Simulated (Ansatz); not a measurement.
LaH₃O₃ in space group P6_3/m (No. 176; La on 2d, H on 6h, O on 6h), plane-wave PAW LDA (Ansatz code). The conduction-band minimum lies at Γ, with 1 equivalent valley. Second derivatives d²E/dk² of the lowest band at one valley (eV·Å²), along Cartesian directions:

| direction | d²E/dk² |
|---|---|
| [100] | 12.69 |
| [010] | 12.69 |
| [001] | 15.55 |
| [110] | 12.69 |
| [101] | 14.12 |
| [011] | 14.12 |

Find the principal effective masses, the density-of-states mass and the conductivity mass.

Off-diagonal terms follow from H_xy = H[110] − (H_xx + H_yy)/2, and m*/mₑ = 7.620 eV·Å² over each eigenvalue: 0.49, 0.60, 0.60. One valley's DOS mass (m₁m₂m₃)^(1/3) = 0.56, conductivity mass 3/(Σ 1/mᵢ) = 0.56 mₑ.

What effective density of states Nc follows at 300 K for parabolic valleys?

Nc = 2.509e19 × 1 × (0.56)^(3/2) ≈ 1.1e19 cm⁻³.

The first step of the workflow began from a Materials Project structure, measured or hypothetical; the Crystallography Open Database copy checked does not list it. Whether it is the stable phase at ambient conditions was not checked. Symmetry was held in the LDA relaxation. At this level the phase is dynamically unstable (imaginary phonons). Scalar-relativistic: spin–orbit coupling is off unless named, which matters more the heavier the elements.

Potentials: the later of the program's two PAW sets.

Edges and masses are those of Kohn–Sham bands, whose gap is no quasiparticle gap.
